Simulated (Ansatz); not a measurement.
## InP, first-principles data

InP:
```
InP
1.0
    4.16731     0.00000     0.00000
   -2.08365     3.60900     0.00000
    0.00000     0.00000     6.83269
In P
2 2
Cartesian
  2.08365   1.20300   0.00005
  0.00000   2.40600   3.41640
  2.08365   1.20300   4.27175
  0.00000   2.40600   0.85540
```

Space group P6_3mc (No. 186), wurtzite; conventional cell a = 4.167 Å, b = 4.167 Å, c = 6.833 Å, α = 90.00°, β = 90.00°, γ = 120.00°.

Method: HSE06 (plane waves, PAW; program Ansatz). Geometry: relaxed at this level of theory. Other levels are named where they apply.

**Cell and energy**

- Volume per atom = 25.69 Å³
- Density = 4.71 g/cm³

**Electronic structure**

* **Band gap**: 1.44 eV (direct)
* **Valence-band maximum**: at Γ
* **Conduction-band minimum**: at Γ
* **Gap with spin–orbit coupling**: 1.41 eV (at the special points and the edges found without it)

**Mechanics**

- Bulk modulus (Birch–Murnaghan fit) = 69.1 GPa
- Pressure derivative B′ = 4.5

**Charges**

- Bader charges: In +0.99, P -0.99 e

The cell is a constructed one: a structure type filled with these elements; the Crystallography Open Database copy checked does not list it. It is not the phase usual at ambient conditions (space group No. 216). Symmetry was held in the HSE06 relaxation; its stability against distortions is not shown here. The hybrid was solved on a coarse mesh, the path and, where they were found, the r²SCAN edge points; its band edges are the extreme levels among these. Scalar-relativistic: spin–orbit coupling is off unless named, which matters more the heavier the elements.

Potentials: the later of the program's two PAW sets.
